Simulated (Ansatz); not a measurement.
**BaIrO$_{3}$: do energies and stresses tell the same story?**

Computed with Ansatz 0.2.0, DFT r2SCAN, scalar-relativistic, plane waves, PAW.

Settings: cutoff 500 eV, Γ-centred mesh 10×10×10 on the computed 5-atom cell, Gaussian smearing of 0.10 eV; no spin polarisation.

Relaxed cell: Pm-3m, a = 4.025 Å, b = 4.025 Å, c = 4.025 Å, α = 90.00°, β = 90.00°, γ = 90.00°, 5 atoms in the primitive cell. Whether it is the stable form of this composition wasn't checked.

Energies at zero smearing and pressures from the stress tensor, at volumes with shape and atoms relaxed:
| V (Å³/atom) | E − E(first) (meV/atom) | P (GPa) |
| --- | --- | --- |
| 12.259 | 0.00 | 13.28 |
| 12.650 | -23.24 | 6.09 |
| 13.042 | -30.44 | 0.01 |
| 13.433 | -23.93 | -5.15 |
| 13.824 | -5.74 | -9.48 |

Question: Check P = −dE/dV between neighbouring volumes, and get the bulk modulus from the pressures alone.

Answer: With 1 eV/Å³ = 160.2 GPa:
```json
{"middle V (Å³/atom)": "12.455", "−ΔE/ΔV (GPa)": "9.519", "mean P (GPa)": "9.682"}
{"middle V (Å³/atom)": "12.846", "−ΔE/ΔV (GPa)": "2.946", "mean P (GPa)": "3.049"}
{"middle V (Å³/atom)": "13.237", "−ΔE/ΔV (GPa)": "-2.668", "mean P (GPa)": "-2.567"}
{"middle V (Å³/atom)": "13.629", "−ΔE/ΔV (GPa)": "-7.446", "mean P (GPa)": "-7.315"}
```

The two differ by 0.16 GPa at most. The mean of two end pressures misses the average over a step by about ΔV² P″/12, up to 0.10 GPa here; with that taken off 0.06 GPa remains. The stress is the derivative of the free energy, not of the energy at zero smearing, and with free energies 0.00 GPa remains. Around V = 13.042 Å³/atom, the two neighbours give B = −V ΔP/ΔV = 13.042 × 11.23 / 0.783 = 187.2 GPa, against B0 = 186.5 GPa from the Birch–Murnaghan fit of the energies.

Spin-orbit coupling is left out, which matters for the bands of heavy elements. Spin polarisation was left out, and a magnetic state may lie lower.

A ferromagnetic start lost its moments in a first run, so spin was left out; other magnetic orders weren't tried.

Symmetry holds off the tilts and polar distortions that many cubic perovskites undergo.